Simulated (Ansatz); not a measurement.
PdRhN2:
Space group R-3m, hexagonal axes (No. 166); a = 2.9621 Å, b = 2.9621 Å, c = 18.3158 Å, α = 90.00°, β = 90.00°, γ = 120.00°

```json
[
 {"atom": "Rh", "site": "3b", "symmetry": "-3m", "x": "0.0000", "y": "0.0000", "z": "0.5000"},
 {"atom": "Pd", "site": "3a", "symmetry": "-3m", "x": "0.0000", "y": "0.0000", "z": "0.0000"},
 {"atom": "N", "site": "6c", "symmetry": "3m", "x": "0.0000", "y": "0.0000", "z": "0.1064"}
]
```
(The calculation used a cell of 4 atoms; values per cell refer to that cell.)

Relaxed at zero pressure with r²SCAN (plane waves, PAW; program Ansatz).

The volume is raised by 6 % and shape and atoms relax at that volume. What pressure results, and how do the axes share the change?

-10.4 GPa; a 2.8 %, b 2.8 %, c 0.3 %; the energy rises by 24 meV/atom.

Give the new structure.


Space group R-3m, hexagonal axes (No. 166); a = 3.045 Å, b = 3.045 Å, c = 18.368 Å, α = 90.00°, β = 90.00°, γ = 120.00°

```json
[
 {"atom": "Rh", "site": "3b", "symmetry": "-3m", "x": "0.0000", "y": "0.0000", "z": "0.5000"},
 {"atom": "Pd", "site": "3a", "symmetry": "-3m", "x": "0.0000", "y": "0.0000", "z": "0.0000"},
 {"atom": "N", "site": "6c", "symmetry": "3m", "x": "0.0000", "y": "0.0000", "z": "0.1078"}
]
```

The phase is kept; no other phase was compared at this pressure.

The start of the workflow was typed in or built on a structure type; neither database checked (COD, Materials Project) lists it. Whether it is the stable phase at ambient conditions was not checked. Symmetry was held in the r²SCAN relaxation; its stability against distortions is not shown here. The workflow began spin-polarised and lost its moments. Its formation energy is positive at this level, so the cell may be metastable or incomplete.

Potentials: the later of the program's two PAW sets.
